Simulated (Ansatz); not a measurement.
Relaxed Ge (diamond):

```yaml
crystal:
  lattice:
    - [0.00000, 2.88084, 2.88084]
    - [2.88084, 0.00000, 2.88084]
    - [2.88084, 2.88084, 0.00000]
  atoms:
    - { symbol: Ge, position: [0.50000, 0.50000, 0.50000] }
    - { symbol: Ge, position: [0.75000, 0.75000, 0.75000] }
```

In this cell atom 2 (Ge, nearest neighbour Ge at 2.495 Å; its periodic images, 4.1 Å or more away, move with it) is moved by u·(1.000, 0.000, 0.000) + v·(0.000, 1.000, 0.000); the rest is frozen.

Computed with PBE (plane waves to 420 eV, PAW, scalar-relativistic; Ansatz, a quantum-chemistry and plane-wave program). k mesh 11×11×11 (Γ-centred), Fermi-Dirac smearing 0.05 eV. The energy includes the smearing's −TS. With partly filled bands, energies and forces of such displacements shift with the k mesh and the smearing. Ge was relaxed with its symmetry unable to fall. The last digit holds for this mesh only.

Changes of ΔE (eV/cell) from the point u = 0.000 Å, v = 0.000 Å when one coordinate moves alone (two changes are said to add if the coupling is within 5 % of the smaller one, nearly so within 20 %):

```
point                      change
-------------------------  ------
u = 0.000 Å, v = -0.620 Å  1.5762
u = 0.000 Å, v = -0.413 Å  0.7806
u = 0.000 Å, v = -0.207 Å  0.2078
u = -0.620 Å, v = 0.000 Å  1.5762
u = -0.413 Å, v = 0.000 Å  0.7806
u = -0.207 Å, v = 0.000 Å  0.2078
u = 0.207 Å, v = 0.000 Å   0.2078
u = 0.413 Å, v = 0.000 Å   0.7806
u = 0.620 Å, v = 0.000 Å   1.5762
u = 0.000 Å, v = 0.207 Å   0.2078
u = 0.000 Å, v = 0.413 Å   0.7806
u = 0.000 Å, v = 0.620 Å   1.5762
```

Problem. What is the change at u = 0.413 Å, v = -0.413 Å, where both move, and how far is it from the sum?

Solution. The sum of the single changes is 0.7806 + (0.7806) = 1.5612; the calculation gives 1.7030, so the coupling contributes 0.1418 (under 20 % of the smaller single change, nearly additive).

Problem. Do the two effects add at u = -0.207 Å, v = 0.413 Å? Give the computed change.

Solution. The sum of the single changes is 0.2078 + (0.7806) = 0.9884; the calculation gives 1.0239, so the coupling contributes 0.0355 (under 20 % of the smaller single change, nearly additive).

Problem. What is the change at u = 0.620 Å, v = -0.620 Å, where both move, and how far is it from the sum?

Solution. The sum of the single changes is 1.5762 + (1.5762) = 3.1524; the calculation gives 3.9731, so the coupling contributes 0.8207 (over 20 % of the smaller single change, not additive).

(For displaced atoms, the force is minus the slope of the energy, and its curvature is a force constant, which sets phonon frequencies.)
